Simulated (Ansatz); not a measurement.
ZnO:
```yaml
crystal:
  lattice:
    - [2.97128, 0.00000, 0.00000]
    - [0.00000, 2.97128, 0.00000]
    - [0.00000, 0.00000, 5.35632]
  atoms:
    - { symbol: Zn, position: [0.00000, 0.50000, 0.00000] }
    - { symbol: Zn, position: [0.50000, 0.00000, 0.50000] }
    - { symbol: O, position: [0.00000, 0.00000, 0.25000] }
    - { symbol: O, position: [0.00000, 0.00000, 0.75000] }
```

Relaxed with r²SCAN. Special points in fractions of this cell's reciprocal vectors: Γ (0.000, 0.000, 0.000); X (0.000, 0.500, 0.000); M (0.500, 0.500, 0.000); Z (0.000, 0.000, 0.500); R (0.000, 0.500, 0.500); A (0.500, 0.500, 0.500).

Q: List the band energies nearest the Fermi level at these points for DFT-r²SCAN in the program Ansatz with PAW potentials.

A: In eV from the Fermi level; about four levels below and three above (degenerate sets whole), none deeper than 8.9 eV; … stands for higher levels left out; points with the same levels are listed once.

```
k                          below        above
-  -----------------------------  -----------
Γ        -2.30 -0.60 -0.60 -0.17       5.63 …
X        -4.01 -2.29 -0.91 -0.63  2.36 5.07 …
M  -4.12 -4.12 -3.87 -3.87 -0.01  1.41 5.65 …
Z        -2.40 -2.40 -1.15 -1.15  2.38 2.38 …
R        -4.26 -2.40 -2.27 -0.62  3.61 4.64 …
A        -3.81 -3.81 -2.28 -2.28  2.92 2.92 …
```

Space group P4_2/mmc. The cell is a constructed one: a structure type filled with these elements; neither database checked (COD, Materials Project) lists it. It is not the phase usual at ambient conditions (space group No. 186). The cell was relaxed with r²SCAN under the symmetry of its start; its stability against distortions is not shown here. A small band overlap can be real or an error of a semilocal functional. The Fermi level of a semimetal is unsure by some 0.05 eV on such meshes.

Potentials: the later of the program's two PAW sets.
